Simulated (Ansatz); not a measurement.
Computed with DFT PBE, scalar-relativistic, plane waves, PAW in Ansatz. Settings: cutoff 420 eV, Γ-centred meshes spaced at most about 0.3 Å⁻¹, and about 0.25 Å⁻¹ or finer for metals (2π included), Gaussian smearing. No spin polarisation in the final relaxations.

All energies are static (0 K, no zero-point motion).

Two forms of In₂O were relaxed alike.

A.

```yaml
crystal:
  lattice:
    - [5.13438, 0.00000, 0.00000]
    - [0.00000, 5.13438, 0.00000]
    - [0.00000, 0.00000, 5.13438]
  atoms:
    - { symbol: In, position: [0.75000, 0.75000, 0.75000] }
    - { symbol: In, position: [0.75000, 0.25000, 0.25000] }
    - { symbol: In, position: [0.25000, 0.25000, 0.75000] }
    - { symbol: In, position: [0.25000, 0.75000, 0.25000] }
    - { symbol: O, position: [0.00000, 0.00000, 0.00000] }
    - { symbol: O, position: [0.50000, 0.50000, 0.50000] }
```

B.

```yaml
crystal:
  lattice:
    - [4.29971, 0.00000, 0.00000]
    - [0.00000, 4.29971, 0.00000]
    - [0.00000, 0.00000, 3.28877]
  atoms:
    - { symbol: In, position: [0.00000, 0.50000, 0.00000] }
    - { symbol: In, position: [0.50000, 0.00000, 0.00000] }
    - { symbol: O, position: [0.50000, 0.50000, 0.50000] }
```

Question: Which form is favoured at zero pressure, and by what margin per atom?

Answer: A is lower, by 50 meV/atom. A has the cuprite type, space group Pn-3m (No. 224), 22.6 Å³/atom and no gap on its mesh; B has space group P4/mmm (No. 123), 20.3 Å³/atom and no gap. Counting O atoms around In (those within 1.25 times the shortest such distance or 1.15 times the sum of covalent radii; the shortest distance is added where it is long for a bond), A has In 2 and B has In 4 from 2.7 Å. The lower one is the more open, so pressure narrows the difference. Both come from invented guesses.

Cells relaxed within their symmetry can be saddle points.
